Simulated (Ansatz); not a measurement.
Question: Each is relaxed and computed with the program Ansatz at the r²SCAN level (PAW). Which is the only one with a gap?
A. LaSi3Rh, I4mm (La on 2a, Si on 2a, Si on 4b, Rh on 2a)
B. YSi, Cmcm (Y on 4c, Si on 4c)
C. NbSi2, P6_422 (Nb on 3c, Si on 6i)
D. Si3N4, P6_3/m (Si on 6h, N on 2c, N on 6h)

Answer: D, Si3N4, P6_3/m (Si on 6h, N on 2c, N on 6h). Si3N4: gap 4.99 eV (indirect); NbSi2: metal; YSi: metal; LaSi3Rh: metal. Standing as an ambient phase not checked: NbSi2, P6_422 (Nb on 3c, Si on 6i); YSi, Cmcm (Y on 4c, Si on 4c); LaSi3Rh, I4mm (La on 2a, Si on 2a, Si on 4b, Rh on 2a). All cells were relaxed under the symmetry of their starts (and spin orders); stability against distortions was not tested throughout. Rows with no word on spin ran without spin polarisation. Spin–orbit coupling is left out wherever it is not named.

Potentials: the later of the program's two PAW sets.
